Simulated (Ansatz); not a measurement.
**Profile along the C–Si line in SiC (zinc blende)**

SiC (zinc blende)

```cif
data_C4Si4
_chemical_formula_sum 'C4 Si4'
_space_group_name_H-M_alt 'F-43m'
_space_group_IT_number 216
_space_group_name_Hall 'F -4 2 3'
_cell_length_a 4.35679
_cell_length_b 4.35679
_cell_length_c 4.35679
_cell_angle_alpha 90.000
_cell_angle_beta 90.000
_cell_angle_gamma 90.000
loop_
_atom_site_label
_atom_site_type_symbol
_atom_site_symmetry_multiplicity
_atom_site_Wyckoff_symbol
_atom_site_fract_x
_atom_site_fract_y
_atom_site_fract_z
_atom_site_occupancy
C1 C 4 c 0.25000 0.25000 0.25000 1
Si1 Si 4 a 0.00000 0.00000 0.00000 1
```
(The calculation used a cell of 2 atoms; values per cell refer to that cell.)

Fields along a shortest C–Si line of a {110} plane (1.89 Å), from C to Si, interpolated on the slice's grid (step about 0.2 Å). Level of theory: PBEsol (plane waves to 420 eV, PAW, scalar-relativistic; Ansatz, a quantum-chemistry and plane-wave program). k mesh 13×13×13. Near the nuclei the fields are pseudised (PAW); where an atom keeps semicore shells as valence, they peak there. SiC was relaxed with its symmetry unable to fall.

| distance from C (Å) | valence electron density (e/Å³) | electron localisation function |
|---|---|---|
| 0.00 | 1.76 | x |
| 0.19 | 1.82 | x |
| 0.38 | 1.79 | x |
| 0.57 | 1.47 | 0.83 |
| 0.76 | 1.12 | 0.91 |
| 0.94 | 0.88 | 0.93 |
| 1.13 | 0.70 | 0.90 |
| 1.32 | 0.47 | 0.68 |
| 1.51 | 0.23 | x |
| 1.70 | 0.09 | x |
| 1.89 | 0.05 | x |

x: too close to a nucleus for the ELF to mean much.

Density on the C–Si line (1.89 Å) at its midpoint: 0.88 e/Å³. ELF at that point: 0.9. ELF maximum in the middle third of the C–Si line: 0.93, 0.9 Å from C.
